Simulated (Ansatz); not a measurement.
BaZrO₃:
```
BaZrO3
1.0
    4.22721     0.00000     0.00000
    0.00000     4.22721     0.00000
    0.00000     0.00000     4.22721
Ba Zr O
1 1 3
Direct
  0.00000   0.00000   0.00000
  0.50000   0.50000   0.50000
  0.50000   0.00000   0.50000
  0.00000   0.50000   0.50000
  0.50000   0.50000   0.00000
```

Relaxed with PBE. Special points in fractions of this cell's reciprocal vectors: Γ (0.000, 0.000, 0.000); X (0.000, 0.500, 0.000); M (0.500, 0.500, 0.000); R (0.500, 0.500, 0.500).

Question: List the band energies nearest the valence-band maximum at these points for PBE (plane waves, PAW; program Ansatz).

Answer: In eV from the valence-band maximum; about four levels below and three above (degenerate sets whole), none deeper than 8.9 eV; points with the same levels are listed once.

```json
[
 {"k": "Γ", "below": "-0.96 -0.96 -0.96 -0.22 -0.22 -0.22", "above": "3.18 3.18 3.18"},
 {"k": "X", "below": "-1.68 -1.68 -1.58 -0.46 -0.46", "above": "3.53 5.55 5.55"},
 {"k": "M", "below": "-0.91 -0.91 -0.83 -0.05", "above": "5.55 5.55 6.36"},
 {"k": "R", "below": "-2.48 -2.48 -2.48 0.00 0.00 0.00", "above": "5.97 5.97 5.97"}
]
```

Space group Pm-3m (cubic perovskite). The PBE relaxation kept the symmetry of its start. No spin polarisation was allowed. Spin–orbit coupling is left out wherever it is not named.

Potentials: the later of the program's two PAW sets.
